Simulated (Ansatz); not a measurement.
A geometry of AlNi away from equilibrium: the start of the relaxation of a relaxed AlNi cell, doubled along one cell vector, shaken by Gaussian noise of σ = 0.08 Å a coordinate. All values below come from PBEsol (plane waves to 420 eV, PAW, scalar-relativistic; Ansatz, a first-principles code). Γ-centred k-mesh 13×13×4 on the run's cell (coarser than for final values), Fermi–Dirac smearing 0.05 eV.

```xyz
8
Lattice="1.3253 -4.6381 0.0000 1.3253 4.6381 0.0000 0.0000 0.0000 7.9337" Properties=species:S:1:pos:R:3:forces:R:3 pbc="T T T" free_energy=-25321.497 pressure_GPa=3.8
Ni     1.2992    -0.8195     0.9350    0.0917    0.7748    0.6178
Ni     1.3559    -0.7391     4.7765    0.3861    0.5691    2.8881
Ni     1.2543     0.8190     2.8889    0.4293    0.0810    0.4243
Ni     1.3327     0.7967     6.8957    0.0419   -0.3756    0.1600
Al     1.2485    -3.2268     1.0516    0.1741   -0.0174   -0.9890
Al     1.4230    -3.2380     4.9202   -0.4935    0.3061    0.0899
Al     1.4110     3.3844     3.0846   -0.6653   -1.2040   -2.2987
Al     1.3140     3.2719     6.9713    0.0357   -0.1340   -0.8924
```

Positions in Å, forces in eV/Å, free energy of the cell in eV (comparable only within this code, potentials and settings). Largest force: 2.97 eV/Å, on Ni2 (atoms numbered as listed); the geometry lies 0.25 eV/atom above the end of its relaxation.

No spin polarisation in the result. A magnetic state may lie lower.

Of the parent cell (Cmcm (No. 63)): it is a generated cell of AlNi: the first start was made by placing the elements on the sites of a structure type, and the end was not matched to a known phase here, so it may be hypothetical. Known forms of AlNi include space group No. 221.
